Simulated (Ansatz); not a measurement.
NiSi2 (fluorite type, space group Fm-3m)

```yaml
crystal:
  lattice:
    - [0.00000, 2.72225, 2.72225]
    - [2.72225, 0.00000, 2.72225]
    - [2.72225, 2.72225, 0.00000]
  atoms:
    - { symbol: Ni, position: [0.00000, 0.00000, 0.00000] }
    - { symbol: Si, position: [0.25000, 0.25000, 0.25000] }
    - { symbol: Si, position: [0.75000, 0.75000, 0.75000] }
```

The volume is varied about the relaxed value V₀ at fixed cell shape. Symmetry pins the atoms to their sites.

Computed with PBE (plane waves to 420 eV, PAW, scalar-relativistic; Ansatz, a program for electronic structure). k mesh 15×15×15 (Γ-centred), Fermi-Dirac smearing 0.05 eV. The energy includes the smearing's −TS. Stress and pressure are positive under compression. NiSi2 is run without spin polarisation. NiSi2 was relaxed with its symmetry unable to fall. ΔE is measured from the relaxed starting cell. The last digit holds for this mesh only.

```tsv
V (Å³/atom)	ΔE (meV/atom)
11.297	217.7
11.728	130.2
12.158	68.7
12.588	28.7
13.019	6.7
13.449	0.0
13.879	5.9
14.310	withheld
14.740	47.1
15.171	79.0
15.601	116.9
```

### Question
Fit a third-order Birch-Murnaghan form (E₀, V₀, B₀, B₀′ free) to the given rows and predict ΔE at V = 14.310.

### Answer
Least squares on the 10 given rows: ΔE = E₀ + (9V₀B₀/16)·y²·[2 + (B₀′ − 4)y], y = (V₀/V)^(2/3) − 1, with V₀ = 13.454 Å³/atom, B₀ = 144.8 GPa (160.2 GPa = 1 eV/Å³; the term in eV is multiplied by 1000), B₀′ = 4.68, E₀ = 0.14 meV/atom; root-mean-square residual 0.17 meV/atom. At 14.310 the fit gives 22.0 meV/atom; the calculation gives 22.2 meV/atom, so the interpolation is off by -0.2 (-0.9 %). For the pressure the fit gives -7.7 GPa against the computed -7.8 GPa.

(A scan under strain: stresses follow from slopes of the energy per volume, elastic moduli from its curvatures.)
